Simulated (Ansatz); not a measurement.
GaSb (CsCl type, Pm-3m) under volume change, DFT-PBE in the program Ansatz with PAW potentials, scaled uniformly.

```json
[
 {"V (Å³/atom)": "21.489", "E − E(relaxed) (meV/atom)": "32.7", "P (GPa)": "5.71"},
 {"V (Å³/atom)": "22.197", "E − E(relaxed) (meV/atom)": "13.0", "P (GPa)": "3.29"},
 {"V (Å³/atom)": "22.906", "E − E(relaxed) (meV/atom)": "2.9", "P (GPa)": "1.38"},
 {"V (Å³/atom)": "23.614", "E − E(relaxed) (meV/atom)": "0.0", "P (GPa)": "0.00"},
 {"V (Å³/atom)": "24.323", "E − E(relaxed) (meV/atom)": "2.6", "P (GPa)": "-1.18"},
 {"V (Å³/atom)": "25.031", "E − E(relaxed) (meV/atom)": "10.4", "P (GPa)": "-2.35"},
 {"V (Å³/atom)": "25.739", "E − E(relaxed) (meV/atom)": "23.1", "P (GPa)": "-3.36"}
]
```

Question: What does a third-order Birch–Murnaghan fit give for V₀, B₀ and B′?

Answer: V₀ = 23.59 Å³/atom, B₀ = 47.1 GPa, B′ = 5.3.

The cell is a constructed one: a structure type filled with these elements; neither database checked (COD, Materials Project) lists it. It is not the phase usual at ambient conditions (space group No. 216). The PBE relaxation kept the symmetry of its start; its stability against distortions is not shown here. Spin–orbit coupling is left out wherever it is not named.

Potentials: the later of the program's two PAW sets.
